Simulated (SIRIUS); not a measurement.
Set-up for a self-consistent single point of MgZn3O4 (P1, 8 atoms in the cell; from Materials Project mp-1221958, changed as shown).

```yaml
crystal:
  lattice:
    - [5.77988, -1.59467, 0.00000]
    - [5.89784, 1.62721, 0.00000]
    - [-2.67117, 0.00000, 4.93956]
  atoms:
    - { symbol: Mg, position: [0.25130, 0.25130, 0.92000] }
    - { symbol: Zn, position: [0.75060, 0.75060, 0.41570] }
    - { symbol: Zn, position: [0.49930, 0.49930, 0.83020] }
    - { symbol: Zn, position: [0.99980, 0.99980, 0.33510] }
    - { symbol: O, position: [0.06140, 0.06140, 0.72890] }
    - { symbol: O, position: [0.55850, 0.55850, 0.22510] }
    - { symbol: O, position: [0.80870, 0.80870, 0.14000] }
    - { symbol: O, position: [0.30840, 0.30840, 0.64290] }
```

Computed with LDA (PW92), PseudoDojo 0.4 standard norm-conserving LDA (tails mended) pseudopotentials (plane waves; SIRIUS 7.12.0).

SIRIUS settings:

* **parameters.ngridk**: 4 4 2
* **parameters.xc_functionals**: [XC_LDA_X, XC_LDA_C_PW]
* **parameters.gk_cutoff**: 9.165 1/bohr
* **parameters.pw_cutoff**: 18.331 1/bohr
* **parameters.smearing**: gaussian
* **parameters.smearing_width**: 0.0001 Ha
* **potentials**: PseudoDojo 0.4 standard norm-conserving LDA (tails mended) pseudopotentials
* **parameters.electronic_structure_method**: pseudopotential
* **parameters.num_bands**: 56
* **parameters.num_mag_dims**: 0
* **parameters.num_dft_iter**: 100
* **parameters.energy_tol**: 1e-07 Ha
* **parameters.density_tol**: 1e-06
* **mixer.type**: broyden2
* **mixer.beta**: 0.5
* **mixer.use_hartree**: false

Results:

Number of valence electrons: 94
Number of bands: 56
Number of k-points after the program's reduction: 20
Number of plane waves (most at a k-point): 8180
Number of SCF iterations: 16
FFT grid: 72 × 72 × 64
Free energy E − TS: -20470.7117 eV
Gap on the k-point mesh: 1.34 eV
Pressure: -3.61 GPa
Largest force (vector length): 0.389 eV/Å

Forces (eV/Å):
```csv
atom,Fx,Fy,Fz
Mg1,0.108,0.033,0.011
Zn2,0.068,0.022,-0.029
Zn3,-0.031,0.273,0.093
Zn4,-0.048,0.253,0.104
O5,-0.139,-0.288,-0.221
O6,0.031,-0.284,-0.110
O7,-0.054,-0.011,0.247
O8,0.064,0.002,-0.095
```

Stress (GPa, positive for compression):
```
-3.02  -2.58   0.80
-2.58  -2.98   0.38
 0.80   0.38  -4.83
```

Gaps are taken between levels on the mesh.

For comparison: a first run was changed to give this one (lattice vector a scaled by 0.98), and from it to this one the free energy goes down by 3.0 meV/atom, the pressure goes from -6.32 to -3.61 GPa, the largest force goes from 0.237 to 0.389 eV/Å and the gap on the mesh hardly changes (1.330 to 1.338 eV).

The structure comes from a collection of computed structures, made at another level of theory; the collection holds predicted forms beside known ones.

Cost on one core: around 6 core-minutes (rough).

“Tails mended”: in these copies of the files the far tail of each local potential was reset to the Coulomb form.
